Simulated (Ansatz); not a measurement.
# Fields on a plane of In2Au (fluorite type, space group Fm-3m)

```
In2Au
1.0
    0.00000     3.23241     3.23241
    3.23241     0.00000     3.23241
    3.23241     3.23241     0.00000
In Au
2 1
Direct
  0.75000   0.75000   0.75000
  0.25000   0.25000   0.25000
  0.00000   0.00000   0.00000
```

The slice is a {100} plane (indices of the conventional cell) through the point (0.250, 0.250, 0.250) (fractional), spanned by u = [100] and v = [0 1 -1] in vectors of this cell: u (4.57 Å) and v (4.57 Å, at 90° to u). It covers one period; positions are fractions (u, v).

Atoms on it: In at (0.50, 0.50); In at (0.00, 0.00).

Method: LDA (plane waves to 420 eV, PAW, scalar-relativistic; Ansatz, a program for electronic structure). k mesh 13×13×13. These are valence fields of a PAW run, semicore shells included where kept as valence: close to a nucleus they are smooth pseudo fields. In2Au was relaxed with its symmetry unable to fall. Spin-orbit coupling is left out, though Au is heavy.

| v \ u | 0.00 | 0.15 | 0.30 | 0.45 | 0.60 | 0.75 | 0.90 |
|---|---|---|---|---|---|---|---|
| 0.90 | 0.8 | 0.0 | -0.8 | -0.9 | -0.9 | -0.6 | 0.4 |
| 0.80 | -0.1 | -0.5 | -0.8 | -0.8 | -0.8 | -0.8 | -0.3 |
| 0.70 | -0.7 | -0.8 | -0.7 | -0.2 | -0.3 | -0.8 | -0.8 |
| 0.60 | -0.9 | -0.9 | -0.3 | 0.7 | 0.4 | -0.6 | -0.9 |
| 0.50 | -0.9 | -0.9 | -0.1 | 1.0 | 0.8 | -0.5 | -0.9 |
| 0.40 | -0.9 | -0.9 | -0.3 | 0.7 | 0.4 | -0.6 | -0.9 |
| 0.30 | -0.7 | -0.8 | -0.7 | -0.2 | -0.3 | -0.8 | -0.8 |
| 0.20 | -0.1 | -0.5 | -0.8 | -0.8 | -0.8 | -0.8 | -0.3 |
| 0.10 | 0.8 | 0.0 | -0.8 | -0.9 | -0.9 | -0.6 | 0.4 |
| 0.00 | 1.1 | 0.3 | -0.7 | -0.9 | -0.9 | -0.5 | 0.8 |

Values: log₁₀ of the valence density in e/Å³. The scale is logarithmic, as a density can span decades between atoms and voids.

```
|xxxx0077997799999988888899999977997700xx|
|xx00559988779999999988999999997788995500|
|6677999977889999999999999999998877999977|
|9999887788999999999999999999999988778899|
|7777778899999988777777777788999999887777|
|9999999999998877889999998877889999999999|
|9999999999887799997766779999778899999999|
|88999999997788995500xx005599887799999999|
|888899999977997700xxxxxx0077997799999988|
|8888889999779966xxxxxxxxxx66997799998888|
|888899999977997700xxxxxx0077997799999988|
|88999999997788995500xx005599887799999999|
|9999999999887799997766779999778899999999|
|9999999999998877889999998877889999999999|
|7777778899999988777777777788999999887777|
|9999887788999999999999999999999988778899|
|6677999977889999999999999999998877999977|
|xx00559988779999999988999999997788995500|
|xxxx0077997799999988888899999977997700xx|
|xxxxxx669977999988888888889999779966xxxx|
```
Scale: ten equal steps from 0.07 (start of '0') to 0.28 (end of '9'), in the order '0123456789'. Values: electron localisation function (ELF). The map has 20 points along u (two characters each, u = 0 at the left) and 20 along v (v = 0 in the bottom row). Points within 0.5 Å of a nucleus are blanked (x), as the pseudised field means little there.
